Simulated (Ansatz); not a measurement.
**Li (Fm-3m), two-dimensional strain map**

All numbers below come from Ansatz, DFT r2SCAN, scalar-relativistic, plane waves, PAW. The runs took a 500 eV cutoff, a Γ-centred 18×18×18 mesh and Gaussian smearing (0.15 eV). No spin polarisation. Energies are free energies at this smearing, counted from the undisturbed cell; pressure is positive in compression.

The starting cell (as given, not relaxed at this level; it stands at -0.2 GPa; this fcc form isn't the usual structure):

```
CELL_PARAMETERS angstrom
0.00000 2.20200 2.20200
2.20200 0.00000 2.20200
2.20200 2.20200 0.00000
ATOMIC_POSITIONS crystal
Li 0.00000 0.00000 0.00000
```

The cell is strained by p along both x and y and by q along z, fractional coordinates fixed. Points are written (p, q).

Energy above the undisturbed cell in meV/atom (a dash: not computed):

| p \ q | -0.050 | 0.000 | 0.050 |
| --- | --- | --- | --- |
| -0.050 | 16.1 | 6.6 | ? |
| 0.000 | ? | 0.0 | 4.1 |
| 0.050 | 4.4 | 11.1 | – |

Problem. Fill in the withheld energies.

Solution. (-0.050, 0.050): 4.0; (0.000, -0.050): 1.2.